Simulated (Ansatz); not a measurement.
Relaxed-ion elastic tensor of Be (bcc (W type), Im-3m) in GPa (Voigt order), DFT-PBEsol in the program Ansatz with PAW potentials; density 1.93 g/cm³, 7.74 Å³ per atom.

```
 181  96.9  96.9   0.0   0.0   0.0
96.9   181  96.9   0.0   0.0   0.0
96.9  96.9   181   0.0   0.0   0.0
 0.0   0.0   0.0   211   0.0   0.0
 0.0   0.0   0.0   0.0   211   0.0
 0.0   0.0   0.0   0.0   0.0   211
```

Problem. Is the crystal mechanically stable?

Solution. Yes: the smallest eigenvalue of C is 83.8 GPa.

Problem. Work out the Voigt, Reuss and Hill averages.

Solution. K_V = 125, K_R = 125, K_H = 125; G_V = 143, G_R = 80.7, G_H = 112 GPa.

Problem. Give Young's modulus, Poisson's ratio, Pugh's ratio and the universal anisotropy index.

Solution. E = 9KG/(3K + G) = 259 GPa; ν = 0.15; K/G = 1.11 (brittle by the Pugh limit of 1.75); A_U = 5G_V/G_R + K_V/K_R − 6 = 3.89.

Problem. Estimate the sound speeds and the Debye temperature.

Solution. v_l = √((K + 4G/3)/ρ) = 11900 m/s, v_t = √(G/ρ) = 7610 m/s, mean 8370 m/s; Θ = (h/k)(3n/4πV)^(1/3) v_m = 1260 K.

Problem. Give the Zener ratio and Young's modulus along [100], [110] and [111].

Solution. A = 2C44/(C11 − C12) = 5.04; 1/E = S11 − 2(S11 − S12 − S44/2)Γ with Γ = 0, 1/4, 1/3 gives 113, 246, 405 GPa.

Problem. Solve the Christoffel equation for the three sound speeds along [100], [110], [111].

Solution. Eigenvalues of C_ijkl n_j n_l equal ρv². In km/s, slowest first: [100] 9.67, 10.45, 10.45; [110] 4.66, 10.45, 13.45; [111] 7.13, 7.13, 14.50.

The first step of the workflow began from a Materials Project structure, measured or hypothetical; the Crystallography Open Database copy checked does not list it. It is not the phase usual at ambient conditions (space group No. 194). The PBEsol relaxation kept the symmetry of its start; its stability against distortions is not shown here. As this level gives no gap, shear constants depend on the k-mesh and smearing (Fermi–Dirac, 0.1 eV here).

Potentials: the earlier of the program's two PAW sets.
